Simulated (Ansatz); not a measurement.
A geometry of Nb away from equilibrium: the start of the relaxation of a relaxed Nb cell displaced along its unstable phonon at q = (½, 0, 0) of its primitive reciprocal cell (22i cm⁻¹), largest move 0.15 Å. Level of theory: PBEsol (plane waves to 420 eV, PAW, scalar-relativistic; Ansatz, a quantum-chemistry and plane-wave program). Γ-centred k-mesh 3×6×6 on the run's cell (coarser than for final values), Fermi–Dirac smearing 0.05 eV.

```xyz
16
Lattice="10.4739 0.0000 0.0000 0.0000 5.2369 0.0000 0.0000 0.0000 5.2369" Properties=species:S:1:pos:R:3:forces:R:3 pbc="T T T" free_energy=-71925.455 pressure_GPa=-0.1
Nb     1.3092     0.0000     2.4685   -0.1364    0.0000    0.1244
Nb     6.5462     0.0000     2.7685   -0.1364    0.0000   -0.1244
Nb     3.9277     0.0000     2.4685    0.1364    0.0000    0.1244
Nb     9.1646     0.0000     2.7685    0.1364    0.0000   -0.1244
Nb     0.0247     2.6185     1.3092   -0.0236    0.0000    0.0146
Nb     5.2122     2.6185     1.3092    0.0236    0.0000    0.0146
Nb    -0.0247     2.6185     3.9277    0.0236    0.0000   -0.0146
Nb     5.2616     2.6185     3.9277   -0.0236    0.0000   -0.0146
Nb     2.6185     1.3092    -0.1488    0.0000   -0.0067    0.0408
Nb     7.8554     1.3092     0.1488    0.0000   -0.0067   -0.0408
Nb     2.6185     3.9277    -0.1488    0.0000    0.0067    0.0408
Nb     7.8554     3.9277     0.1488    0.0000    0.0067   -0.0408
Nb     0.0000     0.0000     0.0000    0.0000    0.0000    0.0000
Nb     5.2369     0.0000     0.0000    0.0000    0.0000    0.0000
Nb     2.6185     2.6185     2.5018    0.0000    0.0000   -0.0165
Nb     7.8554     2.6185     2.7351    0.0000    0.0000    0.0165
```

Positions in Å, forces in eV/Å, free energy of the cell in eV (comparable only within this code, potentials and settings). Largest force: 0.18 eV/Å, on Nb1, Nb2, Nb3, Nb4 (atoms numbered as listed); the geometry lies under 0.01 eV/atom above the end of its relaxation.

No spin polarisation in the result.

The run could not lose the symmetry of its start, so the end can be a saddle point.

The end of the path is a generated cell of Nb: the first start was made by placing the elements on the sites of a structure type, and the end was not matched to a known phase here, so it may be hypothetical. Known forms of Nb include space group No. 229.
